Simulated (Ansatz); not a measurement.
TaN (rock salt)

```
CELL_PARAMETERS angstrom
      0.00000     2.20852     2.20852
      2.20852     0.00000     2.20852
      2.20852     2.20852     0.00000
ATOMIC_POSITIONS crystal
  N  0.00000 0.00000 0.00000
  Ta 0.50000 0.50000 0.50000
```

The slice is a {100} plane (indices of the conventional cell) through the point (0.500, 0.500, 0.500) (fractional), spanned by u = [100] and v = [0 1 -1] in vectors of this cell: u (3.12 Å) and v (3.12 Å, at 90° to u). It covers one period; positions are fractions (u, v).

These are PBE (plane waves to 420 eV, PAW, scalar-relativistic; Ansatz, an electronic-structure program) values and carry that method's errors. k mesh 18×18×18. Near the nuclei the fields are pseudised (PAW); where an atom keeps semicore shells as valence, they peak there. Spin-orbit coupling is left out, though Ta is heavy. TaN is run without spin polarisation. TaN was relaxed with its symmetry unable to fall. This is a high-temperature form of TaN.

Task: What is the ELF at the midpoint of the shortest N–Ta line in this plane (2.21 Å)?

Result: 0.16.

Task: What is the valence density on the shortest N–Ta line in this plane (2.21 Å), at its midpoint?

Result: 0.53 e/Å³.

Task: Predict the map of the electron localisation function (ELF) on the slice.

Result: 
```tsv
v \ u	0.00	0.08	0.17	0.25	0.33	0.42	0.50	0.58	0.67	0.75	0.83	0.92
0.88	x	0.65	0.68	0.36	0.14	0.25	0.35	0.25	0.14	0.36	0.68	0.65
0.75	0.63	0.51	0.22	0.16	0.47	0.72	0.76	0.72	0.47	0.16	0.22	0.51
0.62	0.15	0.15	0.26	0.64	0.81	0.72	x	0.72	0.81	0.64	0.26	0.15
0.50	0.22	0.26	0.49	0.76	0.76	x	x	x	0.76	0.76	0.49	0.26
0.38	0.15	0.15	0.26	0.64	0.81	0.72	x	0.72	0.81	0.64	0.26	0.15
0.25	0.63	0.51	0.22	0.16	0.47	0.72	0.76	0.72	0.47	0.16	0.22	0.51
0.12	x	0.65	0.68	0.36	0.14	0.25	0.35	0.25	0.14	0.36	0.68	0.65
0.00	x	x	0.72	0.63	0.21	0.17	0.22	0.17	0.21	0.63	0.72	x
```

Values: electron localisation function (ELF). Points within 0.4 Å of a nucleus are blanked (x), as the pseudised field means little there.
